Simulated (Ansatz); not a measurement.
Nb:
```
Nb
1.0
    2.80760     0.00000     0.00000
   -1.40380     2.43145     0.00000
    0.00000     0.00000     5.16630
Nb
2
Cartesian
  1.40380   0.81048   3.87473
  0.00000   1.62097   1.29158
```

Relaxed with LDA. Special points in fractions of this cell's reciprocal vectors: Γ (0.000, 0.000, 0.000); M (0.500, 0.000, 0.000); K (0.333, 0.333, 0.000); A (0.000, 0.000, 0.500); L (0.500, 0.000, 0.500); H (0.333, 0.333, 0.500).

List the band energies nearest the Fermi level at these points for LDA (plane waves, PAW; program Ansatz).

In eV from the Fermi level; about four levels below and three above (degenerate sets whole), none deeper than 8.9 eV; points with the same levels are listed once.

| k | below | above |
|---|---|---|
| Γ | -6.31 -4.06 -1.17 | 0.28 0.28 0.61 |
| M | -3.91 -3.54 -3.50 -0.66 | 0.36 0.44 0.73 |
| K | -1.45 -1.45 -1.25 -0.77 -0.77 | 0.95 3.12 3.44 3.44 |
| A | -4.68 -4.68 -1.36 -1.36 | 0.35 0.35 0.35 0.35 |
| L | -4.07 -4.07 -2.64 -2.64 | 2.30 2.30 2.30 2.30 |
| H | -1.86 -1.86 -0.33 -0.33 | 1.14 1.14 4.53 4.53 |

Space group P6_3/mmc (hcp (Mg type)). The workflow started from a Materials Project entry (that database holds measured and hypothetical structures alike); the Crystallography Open Database copy checked does not list it. It is not the phase usual at ambient conditions (space group No. 229). The LDA relaxation kept the symmetry of its start. At this level the phase is dynamically unstable (imaginary phonons). The run is not spin-polarised. Spin–orbit coupling is left out wherever it is not named.

Potentials: the later of the program's two PAW sets.
